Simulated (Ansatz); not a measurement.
## Step by step: Zr, relaxation of cell and atoms

Level of theory: DFT, PBE, all-electron LAPW, scalar-relativistic in Ansatz 0.2.0.

Command: `ansatz run input.yaml --threads 1 --pin off --max-ram 2048MiB --backend cpu --events-out ev --progress --plain --runs-dir out` The run took 73 s on 1 thread of Arm Neoverse N1 (shared host).

```yaml
crystal:
  lattice:
    - [3.232, 0.0, 0.0]
    - [-1.616, 2.798994105, 0.0]
    - [0.0, 0.0, 5.147]
  atoms:
    - { symbol: Zr, position: [0.3333333333, 0.6666666667, 0.25] }
    - { symbol: Zr, position: [0.6666666667, 0.3333333333, 0.75] }
kpoints:
  mp_grid: { grid: [12, 12, 7] }
scf:
  occupations: { method: fermi_dirac, width: 0.05 }
hamiltonian:
  xc: pbe
  pseudopotentials: { kind: all_electron, lapw: { basis_error: 0.001 } }
output:
  forces: true
  stress: true
relax:
  f_tol: 0.005
  max_steps: 80
  cell: {}
```

The cell comes from COD entry 9008523, which wasn't checked; take it as a given geometry.

Each frame lists the cell vectors (Å), then Cartesian positions (Å); symmetry keeps all forces zero. Free energies count from the first step, -195854.2283 eV.

The walk took 5 evaluations in all; steps that aren't listed are left out.

Step 1: E = 0.0 meV, P = 0.52 GPa

```
cell 3.2320 0.0000 0.0000 -1.6160 2.7990 0.0000 0.0000 0.0000 5.1470
Zr    0.0000    1.8660    1.2868
Zr    1.6160    0.9330    3.8603
```

Step 2: E = -0.2 meV, P = -0.61 GPa

```
cell 3.2379 0.0000 0.0000 -1.6190 2.8041 0.0000 0.0000 0.0000 5.1890
Zr    0.0000    1.8694    1.2973
Zr    1.6190    0.9347    3.8918
```

Question: How does the relaxation end?

Answer: It converges, with a = 3.231 Å, b = 3.231 Å, c = 5.177 Å, α = 90.00°, β = 90.00°, γ = 120.00° (conventional cell, space group P6_3/mmc). The last solve (on a basis chosen afresh for the final cell, so its energy is not quite comparable) gives E = -0.8 meV, P = 0.00 GPa:
```
cell 3.2313 0.0000 0.0000 -1.6157 2.7984 0.0000 0.0000 0.0000 5.1766
Zr    0.0000    1.8656    1.2941
Zr    1.6157    0.9328    3.8825
```
